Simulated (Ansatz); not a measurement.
A geometry of W away from equilibrium: step 3 of the relaxation of a relaxed W cell, doubled along one cell vector, shaken by Gaussian noise of σ = 0.08 Å a coordinate. All values below come from PBE (plane waves to 420 eV, PAW, scalar-relativistic; Ansatz, a quantum-chemistry and plane-wave program). Γ-centred k-mesh 4×8×12 on the run's cell (coarser than for final values), Fermi–Dirac smearing 0.05 eV.

```yaml
crystal:
  lattice:
    - [9.27018, -0.01290, 0.01997]
    - [-2.32313, 4.03184, -0.00662]
    - [0.00554, -0.00104, 2.63595]
  atoms:
    - { symbol: W, position: [0.99798, 0.99774, 0.03155] }
    - { symbol: W, position: [0.49527, 0.00001, 0.99148] }
    - { symbol: W, position: [0.16793, 0.68834, 0.52394] }
    - { symbol: W, position: [0.66294, 0.65951, 0.27624] }
    - { symbol: W, position: [0.33319, 0.33405, 0.58396] }
    - { symbol: W, position: [0.82527, 0.32276, 0.51192] }
```

Which atoms carry the largest force, and which way does it point?

1.89 eV/Å, on W5 (atoms numbered as listed); on W5 its components are (0.13, 1.10, 1.53).

What is the pressure?

+0.7 GPa, compression positive.

No spin polarisation in the result.

Of the parent cell (P6/mmm (No. 191)): it is a generated cell of W: the first start was made by placing the elements on the sites of a structure type, and the end was not matched to a known phase here, so it may be hypothetical. Known forms of W include space group No. 229.
